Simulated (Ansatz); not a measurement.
One crystal and one scan (frozen-phonon scan) at two levels, PBE (plane waves to 420 eV, PAW, scalar-relativistic; Ansatz, a program for electronic structure) and r2SCAN (plane waves to 500 eV, PAW, scalar-relativistic; Ansatz), each from its own relaxed cell and on its own mesh. The cell shown is that of PBE.

Relaxed HfN (rock salt):

```yaml
crystal:
  lattice:
    - [0.00000, 4.54789, 4.54789]
    - [2.27394, 0.00000, 2.27394]
    - [2.27394, 2.27394, 0.00000]
  atoms:
    - { symbol: N, position: [0.00000, 0.00000, 0.00000] }
    - { symbol: N, position: [0.50000, 0.00000, 0.00000] }
    - { symbol: Hf, position: [0.25000, 0.50000, 0.50000] }
    - { symbol: Hf, position: [0.75000, 0.50000, 0.50000] }
```

The atoms are displaced by Q × the pattern below (from a DFPT mode at L = (0.5, 0.0, 0.0), largest move 1; Q in Å), at fixed cell. (q is in reciprocal vectors of the primitive cell; the cell shown is doubled to hold the pattern.)

```csv
atom,x,y,z
Hf3,0.577,-0.577,-0.577
Hf4,-0.577,0.577,0.577
```

Atoms not listed stay in place.

HfN is run without spin polarisation. HfN was relaxed with its symmetry unable to fall. Spin-orbit coupling is left out, though Hf is heavy. With partly filled bands, energies and forces of such displacements shift with the k mesh and the smearing. Both scans cover Q from -0.100 to 0.100 Å.

ΔE (meV/cell), each from the undisplaced structure of its own level:

```json
[
 {"Q (Å)": "-0.100", "PBE": "160", "r2SCAN": "151"},
 {"Q (Å)": "-0.083", "PBE": "105", "r2SCAN": "98"},
 {"Q (Å)": "-0.067", "PBE": "65", "r2SCAN": "59"},
 {"Q (Å)": "-0.050", "PBE": "36", "r2SCAN": "withheld"},
 {"Q (Å)": "-0.033", "PBE": "16", "r2SCAN": "14"},
 {"Q (Å)": "-0.017", "PBE": "4", "r2SCAN": "3"},
 {"Q (Å)": "0.000", "PBE": "0", "r2SCAN": "0"},
 {"Q (Å)": "0.017", "PBE": "4", "r2SCAN": "3"},
 {"Q (Å)": "0.033", "PBE": "16", "r2SCAN": "14"},
 {"Q (Å)": "0.050", "PBE": "36", "r2SCAN": "withheld"},
 {"Q (Å)": "0.067", "PBE": "65", "r2SCAN": "59"},
 {"Q (Å)": "0.083", "PBE": "105", "r2SCAN": "98"},
 {"Q (Å)": "0.100", "PBE": "160", "r2SCAN": "151"}
]
```

**Question.** Estimate the r2SCAN value at -0.050 from the PBE value there and the ratio of the two levels in the two nearest given rows on that side of the minimum.

**Answer.** At -0.067 and -0.083 the ratio r2SCAN/PBE averages 0.921, which gives 0.921 × 36 = 33 meV/cell. The calculation gives 32 meV/cell, -11.1 % against PBE.

(A displaced cell: forces are minus the slopes of the energy, force constants its curvatures, and phonons follow from these.)
